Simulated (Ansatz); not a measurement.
Notes on Li6I2NCl

```
Cl I N Li
1.0
     0.00000    4.56103    4.56103
     4.56103    0.00000    4.56103
     4.56103    4.56103    0.00000
Cl I N Li
1 2 1 6
Direct
  0.00000 0.00000 0.00000
  0.75000 0.75000 0.75000
  0.25000 0.25000 0.25000
  0.50000 0.50000 0.50000
  0.68340 0.31660 0.68340
  0.68340 0.31660 0.31660
  0.31660 0.68340 0.31660
  0.31660 0.68340 0.68340
  0.68340 0.68340 0.31660
  0.31660 0.31660 0.68340
```

The numbers come from plane-wave PAW DFT (Ansatz): PBE, no spin polarisation, 420 eV, 5×5×5 Γ-centred k points, fermi-dirac occupations (width 0.1 eV). Nothing was relaxed.

Question: How is the charge shared?

Answer: Bader charges in e: Li +0.86, I -0.90, N -2.46, Cl -0.93. In the mean Li gives up most and N takes most.

Question: Which atom feels the largest force, and which way?

Answer: The largest is on Li9 (and as large on other atoms): 3.17 eV/Å, components (0.00, 0.00, 3.17). It makes 180° with the line to a nearest neighbour, N4 at 1.67 Å, pointing away from it.

Question: Is it stable against the elements?

Answer: -0.81 eV an atom against the elements' usual phases (free molecules for gases, crystals otherwise, with no correction for O₂ or N₂), so it is bound against them; other compounds may still compete. Relaxing would lower it.

Question: Metal or insulator? Give the gap.

Answer: The gap is 3.27 eV, direct at the points sampled. A semilocal functional usually gives too small a gap.

Origin: a known structure type with other elements, at an estimated volume, so it need not be a known compound. Caveats: no spin-orbit coupling, which can shift this gap by tenths of an eV; atoms or cell far from equilibrium.
